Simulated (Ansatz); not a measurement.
How Ge (Fd-3m) stiffens under pressure

```yaml
crystal:
  lattice:
    - [0.00000, 2.83783, 2.83783]
    - [2.83783, 0.00000, 2.83783]
    - [2.83783, 2.83783, 0.00000]
  atoms:
    - { symbol: Ge, position: [0.50000, 0.50000, 0.50000] }
    - { symbol: Ge, position: [0.75000, 0.75000, 0.75000] }
```

This is the zero-pressure cell. At each pressure cell and atoms are relaxed in this structure, and the constants are slopes of the stress at strains of ±0.005 with relaxed ions (the coefficients that govern stability under load). Level: r²SCAN, PAW on Ansatz 0.2.0's default frozen-core files (fitted under PBE), scalar-relativistic; k mesh 14×14×14, strains of ±0.005, fixed occupations, cutoff 500 eV. P is the pressure of the relaxed cell, less that of this one.

| P (GPa) | V/V₀ | C11 (GPa) | C12 (GPa) | C44 (GPa) |
| --- | --- | --- | --- | --- |
| 0.00 | 1.0000 | 125.9 | 43.6 | 67.2 |
| 1.01 | 0.9863 | 131.3 | 48.1 | 68.8 |
| 2.01 | 0.9738 | 136.4 | 52.5 | 70.3 |
| 4.00 | 0.9512 | 146.3 | 61.1 | 72.8 |
| 6.99 | ? | ? | ? | ? |
| 9.98 | 0.8970 | 173.4 | 86.0 | 78.4 |
| 15.01 | 0.8616 | 194.2 | 106.1 | 81.1 |

**Question.** Does the bulk modulus from the constants agree with the pressure-volume curve?

**Answer.** A third-order Birch-Murnaghan fit to the volumes shown (F against f, f = [(V₀/V)^(2/3) − 1]/2) gives B₀ = 71.1 GPa and B′ = 4.7. Its −V dP/dV stands beside (C11 + 2C12)/3:

```
P (GPa)  from P(V)  from the constants
   0.00       71.1                71.0
   1.01       75.8                75.8
   2.01       80.4                80.5
   4.00       89.3                89.5
   9.98      115.2               115.1
  15.01      136.3               135.5
```

**Question.** What are the pressure derivatives at zero pressure?

**Answer.** Slopes at V₀ of quadratic fits in −ln(V/V₀) through the first four rows shown, divided by B₀: dC11/dP = 5.4, dC12/dP = 4.5, dC44/dP = 1.7. The mean slopes up to 2.0 GPa are 5.2, 4.4, 1.5; curvature and scatter of the constants part the two. The combination (dC11/dP + 2 dC12/dP)/3 = 4.8 stands against B′.

**Question.** Fill the row at 6.99 GPa.

**Answer.** Cubic fits in −ln(V/V₀) through all rows shown give C11 = 160.3, C12 = 73.7, C44 = 76.0 GPa. Computed: V/V₀ = 0.9220, C11 (GPa) = 160.2, C12 (GPa) = 73.7, C44 (GPa) = 76.0.

**Question.** Does a shear stiffness soften?

**Answer.** C44 goes from 67.2 to 81.1 GPa; (C11 − C12)/2 goes from 41.2 to 44.0 GPa. Neither ends more than 3 % under its start, and the lattice stays mechanically stable over this range.

Limits of these numbers: no other phase was computed; many crystals of this kind change structure within this range, and rows or crossings beyond such a change describe a metastable lattice; frozen-core PAW files fitted under PBE, their cores solved anew for the functional of the run; phonons weren't checked at these pressures.
